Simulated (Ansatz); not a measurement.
Substitutions in Hf₃N₂

Theory: Ansatz, DFT PBEsol, scalar-relativistic, plane waves, PAW. Run with 420 eV cutoff, 12×12×12 k-mesh, Gaussian smearing of 0.10 eV, no spin polarisation.

Reference structure (relaxed):

```
Hf N
1.0
     1.59667    0.92184    7.70819
    -1.59667    0.92184    7.70819
     0.00000   -1.84368    7.70819
Hf N
3 2
Direct
  0.77898 0.77898 0.77898
  0.22102 0.22102 0.22102
  0.00000 0.00000 0.00000
  0.61113 0.61113 0.61113
  0.38887 0.38887 0.38887
```

Each substitution replaces an element on all its sites; cell and atoms are then relaxed within the symmetry of the start. The crystals needn't be the stable forms of their compositions. Lengths are those of the primitive cell. Mesh and smearing follow each crystal's size and gap, and all runs are without spin polarisation.

Spin-orbit coupling is left out, which matters for the bands and energies of heavy elements.

Question: Give the relaxed structure after N→As.

Answer:
```
Hf As
1.0
     1.80370    1.04136    8.91104
    -1.80370    1.04136    8.91104
     0.00000   -2.08273    8.91104
Hf As
3 2
Direct
  0.79009 0.79009 0.79009
  0.20991 0.20991 0.20991
  0.00000 0.00000 0.00000
  0.60496 0.60496 0.60496
  0.39504 0.39504 0.39504
```
It takes space group R-3m (No. 166, trigonal). Conventional cell: a = 3.607 Å, b = 3.607 Å, c = 26.733 Å, α = 90.00°, β = 90.00°, γ = 120.00°. Hf (site symmetry 3m) is surrounded by 3 As at 2.66 Å. Around Hf (site symmetry -3m) lie 6 As at 2.66 Å. Around As (site symmetry 3m) lie 6 Hf at 2.66 Å.

Question: Give the relaxed structure after Hf→Si.

Answer:
```
Si N
1.0
     1.37164    0.79192    7.72887
    -1.37164    0.79192    7.72887
     0.00000   -1.58383    7.72887
Si N
3 2
Direct
  0.78325 0.78325 0.78325
  0.21675 0.21675 0.21675
  0.00000 0.00000 0.00000
  0.62250 0.62250 0.62250
  0.37750 0.37750 0.37750
```
Symmetry: R-3m, No. 166, trigonal system. The conventional cell has a = 2.743 Å, b = 2.743 Å, c = 23.187 Å, α = 90.00°, β = 90.00°, γ = 120.00°. Around Si (site symmetry 3m) lie 3 N at 2.31 Å. Si (site symmetry -3m) is surrounded by 6 N at 1.89 Å. N (site symmetry 3m) is surrounded by 3 Si at 1.89 Å.